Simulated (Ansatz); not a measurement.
SrIr2 (cubic Laves (MgCu2 type), space group No. 227) under volume change, r²SCAN in the plane-wave PAW code Ansatz, scaled uniformly.

```
V (Å³/atom)  E − E(relaxed) (meV/atom)  P (GPa)
-----------  -------------------------  -------
17.288                            93.1    19.07
17.858                            38.9    11.60
18.428                             9.2     5.31
18.998                             0.0     0.01
19.568                             [?]      [?]
20.138                            30.7    -8.18
20.708                             [?]      [?]
```

**Question.** Fill in the missing entries.

**Answer.** 
- 20.708, E − E(relaxed) (meV/atom): 65.6
- 20.708, P (GPa): -11.31
- 19.568, E − E(relaxed) (meV/atom): 8.1
- 19.568, P (GPa): -4.44

**Question.** What does a third-order Birch–Murnaghan fit give for V₀, B₀ and B′?

**Answer.** V₀ = 19.00 Å³/atom, B₀ = 161 GPa, B′ = 4.8.

Space group Fd-3m (cubic Laves (MgCu2 type)). The workflow started from an entry of the Crystallography Open Database (COD). Its standing as an ambient phase is unchecked. The r²SCAN relaxation kept the symmetry of its start; its stability against distortions is not shown here. No spin polarisation was allowed. Spin–orbit coupling is left out wherever it is not named.

Potentials: the later of the program's two PAW sets.
